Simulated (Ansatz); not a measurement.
An Ansatz (a first-principles code) input:

Ansatz 0.2 input:
```yaml
crystal:
  lattice:
    - [3.5746499971, 0.0, 0.0]
    - [0.0, 3.5746499971, 0.0]
    - [0.0, 0.0, 3.6851765198]
  atoms:
    - { symbol: Y, position: [0.0, 0.0, 0.5] }
    - { symbol: Si, position: [0.5, 0.5, 0.0] }
    - { symbol: N, position: [0.5, 0.5, 0.5] }
    - { symbol: O, position: [0.5, 0.0, 0.0] }
    - { symbol: O, position: [0.0, 0.5, 0.0] }
kpoints:
  mp_grid: { grid: [5, 5, 5] }
hamiltonian:
  xc: hse06
  pseudopotentials: { kind: paw }
scf:
  n_extra_bands: 6
  occupations: { method: fixed }
output:
  eigenvalues: true
  eigenstates:
    e_range: [-9.0, 10.3]
    kpoints:
      - [0.5, 0.5, 0.5]  # VBM
      - [0.0, 0.0, 0.0]  # CBM
      - [0.0, 0.0, 0.0]  # GAMMA
      - [0.0, 0.0, 0.5]  # Z
      - [0.5, 0.5, 0.0]  # M
      - [0.5, 0.5, 0.5]  # A
      - [0.0, 0.5, 0.5]  # R
      - [0.0, 0.5, 0.0]  # X
```

Task: How many symmetry operations and irreducible k-points will the run report?

Result: 16 operations, 18 of 125 k-points.

Task: With a cutoff of 420 eV, how many plane waves at Γ?

Result: 921.

It took very roughly 120 core-seconds on shared server cores.

The points marked VBM and CBM come from a semilocal run.

Space group P4/mmm. The start of the workflow was typed in or built on a structure type; neither database checked (COD, Materials Project) lists it. COD files the formula under space group No. 15, 63. Its standing as an ambient phase is unchecked. The cell was relaxed with PBEsol under the symmetry of its start. At this level the phase is dynamically unstable (imaginary phonons). The run is not spin-polarised.

Potentials: the later of the program's two PAW sets.

Ansatz is a plane-wave DFT program.
